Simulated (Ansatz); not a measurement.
This Ga2PtF6 structure is the end of a relaxation. The cell was found from a structure generator's guess, not taken from experiment.

Computed with DFT PBE, scalar-relativistic, plane waves, PAW in Ansatz 0.2.0. Cutoff 420 eV, Γ-centred mesh, Gaussian smearing, no spin polarisation.

```yaml
crystal:
  lattice:
    - [0.00000, 3.95710, 3.95710]
    - [3.95710, 0.00000, 3.95710]
    - [3.95710, 3.95710, 0.00000]
  atoms:
    - { symbol: Ga, position: [0.75000, 0.75000, 0.75000] }
    - { symbol: Ga, position: [0.25000, 0.25000, 0.25000] }
    - { symbol: Pt, position: [0.00000, 0.00000, 0.00000] }
    - { symbol: F, position: [0.50000, 0.00000, 0.00000] }
    - { symbol: F, position: [0.00000, 0.50000, 0.50000] }
    - { symbol: F, position: [0.00000, 0.50000, 0.00000] }
    - { symbol: F, position: [0.50000, 0.00000, 0.50000] }
    - { symbol: F, position: [0.00000, 0.00000, 0.50000] }
    - { symbol: F, position: [0.50000, 0.50000, 0.00000] }
```

The zero of energy is the elements' standard structures at the same level (F₂ as a molecule); no fitted shifts are applied.

Q: What space group does it have?

A: Fm-3m (No. 225). Conventional cell: a = 7.914 Å. Ga is surrounded by 6 F at 1.98 Å; around Pt lie 12 F at 2.80 Å (long contacts); F has 2 Ga at 1.98 Å, 2 Pt at 2.80 Å and 8 F at 2.80 Å.

Q: What is its formation energy per atom?

A: −1.64 eV/atom. Whether it is stable depends on the other phases of the system, which aren't compared here.

Q: Is it a metal?

A: Yes, bands cross the Fermi level on the 8×8×8 mesh.

Q: From what recipe could a structure generator have reached it?

A: One such recipe: ordered vacancies on the A sites of perovskite (Fm-3m, No. 225). Other recipes can lead to the same cell.

The last run used an 8×8×8 mesh for its 9-atom cell and Gaussian smearing of 0.10 eV. These runs have no spin–orbit coupling, which can matter for Pt. The cell is a metal run without spin; a magnetic state may lie lower. A structure relaxed within its symmetry needn't be a true minimum.
